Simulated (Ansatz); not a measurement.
HfO$_{2}$ (fluorite)

```xyz
3
Lattice="0.0000 2.5294 2.5294 2.5294 0.0000 2.5294 2.5294 2.5294 0.0000" Properties=species:S:1:pos:R:3 pbc="T T T"
Hf     0.0000     0.0000     0.0000
O      1.2647     1.2647     1.2647
O      3.7942     3.7942     3.7942
```

The relaxed cell is deformed in two ways at once: its volume V is scaled, and at that volume it is stretched along z (the c axis of the conventional cell) so that c/a changes. Fractional atomic positions are held.

All values below come from r2SCAN (plane waves to 500 eV, PAW, scalar-relativistic; Ansatz, a program for electronic structure). k mesh 11×11×11 (Γ-centred), Fermi-Dirac smearing 0.05 eV. E stands for the smeared free energy. HfO2 is run without spin polarisation. HfO2 was relaxed with its symmetry unable to fall. Spin-orbit coupling is left out, though Hf is heavy. The PAW data are Ansatz's earlier set. This is a high-temperature form of HfO2. The zero of ΔE is the relaxed starting cell.

Q: Give the computed ΔE (kJ/mol of atoms) at all points of the grid V/V₀ = 0.920, 0.960, 1.000, 1.040, 1.080 by (c/a)/(c/a)₀ = 0.920, 0.960, 1.000, 1.040, 1.080.

A: ΔE (kJ/mol of atoms), with V/V₀ across and (c/a)/(c/a)₀ down:

| (c/a)/(c/a)₀ \ V/V₀ | 0.920 | 0.960 | 1.000 | 1.040 | 1.080 |
|---|---|---|---|---|---|
| 0.920 | 14.08 | 9.00 | 7.39 | 8.62 | 12.14 |
| 0.960 | 8.31 | 3.30 | 1.77 | 3.07 | 6.66 |
| 1.000 | 6.50 | 1.51 | 0.00 | 1.32 | 4.93 |
| 1.040 | 8.18 | 3.17 | 1.64 | 2.94 | 6.54 |
| 1.080 | 12.98 | 7.93 | 6.37 | 7.62 | 11.18 |

(Under strain, the slope of the energy per volume gives the stress and its curvature an elastic modulus.)
